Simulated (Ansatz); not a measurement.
A geometry of Ba(MgAs)$_{2}$ away from equilibrium: step 2 of the relaxation of a relaxed Ba(MgAs)2 cell, doubled along one cell vector, shaken by Gaussian noise of σ = 0.08 Å a coordinate. Computed with r2SCAN (plane waves to 500 eV, PAW, scalar-relativistic; Ansatz, a quantum-chemistry and plane-wave program). Γ-centred k-mesh 6×6×2 on the run's cell (coarser than for final values), Fermi–Dirac smearing 0.05 eV.

```xyz
10
Lattice="4.5168 -0.0117 -0.0164 -2.2685 3.9047 -0.0047 -0.0567 -0.0515 15.3996" Properties=species:S:1:pos:R:3:forces:R:3 pbc="T T T" free_energy=-39104.301 pressure_GPa=0.0
Ba    -0.0399     0.0202     0.0514    0.0178    0.0050   -0.5860
Ba    -0.0330     0.0196     7.6006    0.0185    0.0110    0.5559
Mg     2.2141     1.3326     2.8360    0.0470   -0.0573    0.2163
Mg     2.2332     1.3353    10.5190   -0.0736   -0.1263    0.1198
Mg    -0.0420     2.6057     4.7793    0.0424    0.0705   -0.1617
Mg    -0.1041     2.5455    12.5197    0.0776    0.1427   -0.2015
As     2.2304     1.3164     5.5362   -0.0558   -0.0478   -0.0831
As     2.1553     1.2624    13.2093    0.0393   -0.0357    0.5008
As    -0.0335     2.6262     2.0830   -0.0608    0.0195    0.0641
As    -0.0247     2.6224     9.8127   -0.0524    0.0184   -0.4245
```

Positions in Å, forces in eV/Å, free energy of the cell in eV (comparable only within this code, potentials and settings). Largest force: 0.59 eV/Å, on Ba1 (atoms numbered as listed); the geometry lies 0.01 eV/atom above the end of its relaxation.

No spin polarisation in the result.

The cell that was disturbed is our relaxation of an entry of Materials Project.
